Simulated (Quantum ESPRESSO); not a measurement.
Space group Fm-3m (No. 225); a = b = c = 6.075 Å, α = β = γ = 90.00°

```json
[
 {"atom": "Cl", "site": "4b", "symmetry": "m-3m", "x": "0.5000", "y": "0.5000", "z": "0.5000"},
 {"atom": "K", "site": "4a", "symmetry": "m-3m", "x": "0.0000", "y": "0.0000", "z": "0.0000"}
]
```
(The calculation used a cell of 2 atoms; values per cell refer to that cell.)

Cell and atoms were relaxed with LDA from Materials Project entry mp-23193, within its symmetry.

Problem. What does LDA (Quantum ESPRESSO, PseudoDojo norm-conserving, 72 Ry, without SOC) give for the electronic structure near the Fermi level?

Solution. The LDA gap is direct, 5.12 eV at Γ.
